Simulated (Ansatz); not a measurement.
## Trial structures of Sr3Zn2H: starts and ends

Method: DFT PBE, scalar-relativistic, plane waves, PAW (Ansatz). Settings: cutoff 420 eV, Γ-centred meshes spaced at most about 0.3 Å⁻¹, and about 0.25 Å⁻¹ or finer for metals (2π included), Gaussian smearing. No spin polarisation in the final relaxations.

Each guess was relaxed in cell and atoms at zero pressure, within the symmetry of its start. Temperature and zero-point effects are left out. Coordination counts Sr or Zn atoms around H (for each partner element, those within 1.25 times its shortest distance or 1.15 times the sum of covalent radii, where it is the nearest in units of that sum or under 1.3; the shortest distance is added where it is long for a bond).

```
guess      made from  start group  V start (Å³/atom)  end group  V end (Å³/atom)  coordination at the end  gap on mesh (eV)  E over the lowest end (meV/atom)
    1  Mg3HgAu2 type       P4/mmm               20.0     P4/mmm             27.8           H 8 from 3.3 Å                 0                                 0
    2    random cell       P6/mmm               20.4     P6/mmm             29.3                      H 8                 0                               226
    3  Zr2As3Se type         P4mm               19.1       P4mm             37.9                      H 1                 0                               279
    4    random cell       P4/mmm               24.6     P4/mmm             38.6                      H 2                 0                               424
    5    random cell        P-6m2               23.6          ?                ?                        ?                 ?                                 ?
```

Guess 5 as it starts:

```
CELL_PARAMETERS angstrom
6.20145 0.00000 0.00000
-3.10072 5.37061 0.00000
0.00000 0.00000 4.25106
ATOMIC_POSITIONS crystal
Sr 0.14985 0.85015 0.00000
Sr 0.14985 0.29970 0.00000
Sr 0.70030 0.85015 0.00000
Zn 0.33333 0.66667 0.71484
Zn 0.33333 0.66667 0.28516
H 0.00000 0.00000 0.00000
```

**Question.** Predict the end of this guess and its energy over the lowest end.

**Answer.** It ends in space group P-6m2 (No. 187), with a = 9.152 Å, c = 4.663 Å, 56.4 Å³/atom and no gap. It lies 0.32 eV/atom over the lowest end, above guess 3 and below guess 4. Counting Sr or Zn atoms around H, this end has H 3 and the lowest (guess 1) has H 8 from 3.3 Å.

```yaml
crystal:
  lattice:
    - [9.15190, 0.00000, 0.00000]
    - [-4.57595, 7.92578, 0.00000]
    - [0.00000, 0.00000, 4.66341]
  atoms:
    - { symbol: Sr, position: [0.14877, 0.85123, 0.00000] }
    - { symbol: Sr, position: [0.14877, 0.29755, 0.00000] }
    - { symbol: Sr, position: [0.70245, 0.85123, 0.00000] }
    - { symbol: Zn, position: [0.33333, 0.66667, 0.74525] }
    - { symbol: Zn, position: [0.33333, 0.66667, 0.25475] }
    - { symbol: H, position: [0.00000, 0.00000, 0.00000] }
```

Formation energies are uncorrected and refer to the elements' standard structures at the same level (H₂ as a molecule).

**Question.** Is the lowest end bound against the elements?

**Answer.** Yes: its formation energy is −0.07 eV/atom. It lies below the elements, which doesn't yet make it stable against other compounds or structures.

A magnetic state wasn't ruled out in cells without spin, among them P4/mmm at 27.8 Å³/atom, P6/mmm, P4mm, P-6m2, P4/mmm at 38.6 Å³/atom. With hydrogen, zero-point motion can shift formation energies by some tens of meV/atom. Cells relaxed within their symmetry can be saddle points. A lower structure may well exist outside this small set. Some structure types and database cells were kept out of the candidates from the start, so a known form may be missing.
